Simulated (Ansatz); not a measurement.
Values for one crystal, relaxed and computed with HSE06 in the plane-wave PAW code Ansatz; other levels are named.

- Volume per atom: 13.63 Å³
- Band gap: 9.34 eV (indirect)
- Valence-band maximum: at X
- Bulk modulus (Birch–Murnaghan fit): 83.3 GPa
- Conduction-band minimum: at Γ
- Smallest direct gap on the standard path: 9.61 eV
- Pressure derivative B′: 4.5

### Question
Pick the material that matches.
A. CdTe, wurtzite
B. SiC, wurtzite
C. LiF, rock salt
D. CaF2, fluorite

### Answer
D, CaF2, fluorite

Space group Fm-3m (fluorite). The cell was relaxed with HSE06 under the symmetry of its start. The hybrid was solved on a coarse mesh, the path and, where they were found, the r²SCAN edge points; its band edges are the extreme levels among these.

Potentials: the earlier of the program's two PAW sets.
